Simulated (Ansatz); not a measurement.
The cell below belongs to a search over invented structures; it isn't taken from experiment.

Input and command of a plane-wave DFT calculation in Ansatz:

```yaml
crystal:
  lattice:
    - [5.1729161029, 0.0, 0.0]
    - [-2.5864580515, 4.4798767568, 0.0]
    - [0.0, 0.0, 5.5986613206]
  atoms:
    - { symbol: Si, position: [0.3333333333, 0.6666666667, 0.75] }
    - { symbol: Si, position: [0.6666666667, 0.3333333333, 0.25] }
    - { symbol: Bi, position: [0.3333333333, 0.6666666667, 0.25] }
    - { symbol: Bi, position: [0.6666666667, 0.3333333333, 0.75] }
    - { symbol: S, position: [0.0, 0.0, 0.0] }
    - { symbol: S, position: [0.0, 0.0, 0.5] }
basis:
  ecutwfc: 420
kpoints:
  mp_grid: { grid: [12, 12, 8] }
hamiltonian:
  xc: pbe
scf:
  occupations: { method: gaussian, width: 0.1 }
output:
  forces: true
  stress: true
  eigenvalues: true
  write_density: true
  write_potential: true
  elf: true
  volumetric_format: npy
relax:
  adjacent_minimum: "off"
  f_tol: 0.01
  max_steps: 80
  cell: { stress_tol: 0.05 }
```

```bash
ansatz run input.yaml --threads 1 --pin off --max-ram 2560MiB --backend cpu --events-out ev --progress --plain --runs-dir out
```

Processor: Arm Neoverse V1, 1 thread, on a host shared with other jobs.

Problem. Estimate time, memory and problem size.

Solution. About 2.8 min, peak memory 0.59 GiB. It solves 31 bands at 95 k points (after reduction by symmetry) with about 2521 plane waves (on the last cell), in 42 SCF iterations over 7 ionic steps.
